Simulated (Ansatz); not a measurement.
A crystal relaxed with r2SCAN in Ansatz 0.2.0 has space group Cm (No. 8) and a = 14.452 Å, b = 3.881 Å, c = 6.717 Å, β = 117.7°.

| atom | site | x | y | z |
| --- | --- | --- | --- | --- |
| P | 2a | 0.9983 | 0.0000 | 0.3317 |
| P | 2a | 0.7498 | 0.5000 | 0.9158 |
| Ga | 2a | 0.8131 | 0.0000 | 0.1407 |
| Ga | 2a | 0.5631 | 0.5000 | 0.7288 |
| P | 2a | 0.5013 | 0.0000 | 0.8342 |
| Xx | 2a | 0.7494 | 0.0000 | 0.4170 |
| Ga | 2a | 0.8162 | 0.5000 | 0.6555 |
| Ga | 2a | 0.5589 | 0.0000 | 0.2263 |

The r2SCAN gap is direct at Γ: 1.51 eV. With HSE06 the gap is 1.93 eV and direct, at Γ. Meshes: r2SCAN 8×8×4, HSE06 4×4×4.

Problem. Which element is Xx?
A. N
B. As
C. Sb
D. Bi

Solution. B. Xx is As: Ga4AsP3, ordered on the wurtzite lattice (Cm) with 8 atoms a cell. P has 4 Ga at 2.37–2.38 Å; P has 4 Ga at 2.35–2.39 Å; Ga has 3 P at 2.37 Å and 1 As at 2.42 Å; Ga has 4 P at 2.38–2.39 Å; P has 4 Ga at 2.36–2.38 Å; As has 4 Ga at 2.41–2.44 Å; Ga has 2 P at 2.35–2.37 Å and 2 As at 2.41 Å; Ga has 3 P at 2.36–2.37 Å and 1 As at 2.44 Å.

Note: simulated data, non-magnetic, for a generated structure that need not be the stable one.

The runs are scalar-relativistic, without spin-orbit coupling.

The meshes of the hybrids are coarse, so their gaps aren't converged to the digits shown.
